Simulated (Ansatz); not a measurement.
LaAs (rock salt, Fm-3m), LDA (plane waves, PAW; program Ansatz), all energies at zero smearing, with the estimated change up to a 700 eV cutoff added, with one set of potentials and settings (totals compare only within such a set). Cell of 2 atoms (1 La, 1 As): -10852.898 eV.

| element | reference phase | E (eV/atom) |
|---|---|---|
| La | P6_3/mmc, 4 atoms in the cell | -6076.1507 |
| As | R-3m, 2 atoms in the cell | -4773.6736 |

Formation energy per atom, worked out: (-10852.898 − 1×(-6076.1507) − 1×(-4773.6736))/2 = -1.537 eV/atom (-148 kJ per mol of atoms), at 0 K, without zero-point energy or fitted corrections.

The first step of the workflow began from a Materials Project structure, measured or hypothetical; the Crystallography Open Database files this formula in space group No. 225, but the cells were not matched. Its standing as an ambient phase is unchecked. Symmetry was held in the LDA relaxation; of distortions, only those at the zone centre were tested. The references are the lowest solids computed at this level, not always the standard phases. Spin–orbit coupling is left out wherever it is not named.

Potentials: the later of the program's two PAW sets.
